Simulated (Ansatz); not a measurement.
One stationary structure of SnO. Space group P4/nmm (No. 129), AFLOW prototype AB_tP4_129_a_c (B10, as in PbO). Method: PBE (plane waves to 420 eV, PAW, scalar-relativistic; Ansatz, a quantum-chemistry and plane-wave program).

```xyz
4
Lattice="3.8671 0.0000 0.0000 0.0000 3.8671 0.0000 0.0000 0.0000 5.0735" Properties=species:S:1:pos:R:3 pbc="T T T"
Sn     0.0000     1.9336     1.3778
Sn     1.9336     0.0000     3.6958
O      0.0000     0.0000     2.5368
O      1.9336     1.9336     2.5368
```

```json
{
  "volume_per_atom": "18.97 Å³",
  "band_gap": "0.50 eV, indirect (valence top at or next to Γ, conduction bottom at M) (no spin-orbit coupling)",
  "smallest_direct_gap": "1.94 eV at Γ",
  "shortest_distances": "O–Sn 2.25 Å; O–O 2.73 Å; Sn–Sn 3.58 Å",
  "k-mesh": "9×9×7"
}
```

Band energies at high-symmetry points (eV from the VBM; labels of this space group; no spin-orbit coupling), from −5 eV up to 3.4 eV:

| point | energies |
|---|---|
| Γ | -3.15 -2.88 -2.88 0.00 1.94 |
| X | -4.63 -4.63 -4.46 -4.46 -2.35 -2.35 3.03 3.03 |
| M | -4.75 -4.75 -2.24 -2.24 -1.76 -1.76 0.50 0.50 |
| Z | -3.42 -3.20 -2.89 -2.89 -1.95 1.77 3.31 3.31 |
| R | -4.44 -4.44 -1.55 -1.55 2.47 2.47 |
| A | -2.36 -2.36 -2.24 -2.24 2.60 2.60 |

No spin polarisation in the result.

The run could not lose the symmetry of its start; a randomly shaken copy of 8 atoms returns to this structure.

The first start was generated by placing the elements on the sites of a structure type. A measured structure of SnO has the same space group, P4/nmm (No. 129); the sites were not compared with it.
